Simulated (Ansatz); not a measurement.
A generated cell, not matched to a known phase here, of SrZrSe3: Imma (No. 74), oI20; a = 7.2339 Å, b = 10.0960 Å, c = 7.3150 Å, α = 90.00°, β = 90.00°, γ = 90.00°; Sr 4e (0.000, 0.250, 0.523); Zr 4a (0.000, 0.000, 0.000); Se 4e (0.000, 0.250, 0.107); Se 8g (0.250, 0.559, 0.250). Level of theory: PBEsol (plane waves to 420 eV, PAW, scalar-relativistic; Ansatz, a program for electronic structure). Element references, the lowest calculated here: Zr (P6/mmm, not the ambient form), Se (P3₁21), Sr (Fm-3m).

### Question
Estimate the formation energy of this Imma form of SrZrSe3 from the elements that PBEsol returns for this input.

### Answer
-1.56 eV/atom.

A lower structure of this composition may exist.

Static energies, no anion corrections, no zero-point energy. Values are rounded to 0.01 eV/atom. Not shown to be the ambient phase of their composition (a lower form may be missing, and a cell relaxed within its start's symmetry can be a saddle point): SrZrSe3 (Imma). The compounds carry no spin polarisation.
